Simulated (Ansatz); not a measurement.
P$_{2}$W in space group C2/m (No. 12; P on 4i, P on 4i, W on 4i), plane-wave PAW LDA (Ansatz code), all energies at zero smearing, with the estimated change up to a 700 eV cutoff added, with one set of potentials and settings (totals compare only within such a set). Cell of 6 atoms (4 P, 2 W): -23166.543 eV.

| element | reference phase | E (eV/atom) |
|---|---|---|
| P | Cmce, 4 atoms in the cell | -725.9596 |
| W | Im-3m, 1 atoms in the cell | -10129.8416 |

Formation energy per atom, worked out: (-23166.543 − 4×(-725.9596) − 2×(-10129.8416))/6 = -0.503 eV/atom (-49 kJ per mol of atoms), at 0 K, without zero-point energy or fitted corrections.

The first step of the workflow began from a Materials Project structure, measured or hypothetical; the Crystallography Open Database files this formula in space group No. 12, but the cells were not matched. Its standing as an ambient phase is unchecked. The LDA relaxation kept the symmetry of its start; its stability against distortions is not shown here. The run is not spin-polarised. The references are the lowest solids computed at this level, not always the standard phases. Scalar-relativistic: spin–orbit coupling is off unless named, which matters more the heavier the elements.

Potentials: the later of the program's two PAW sets.
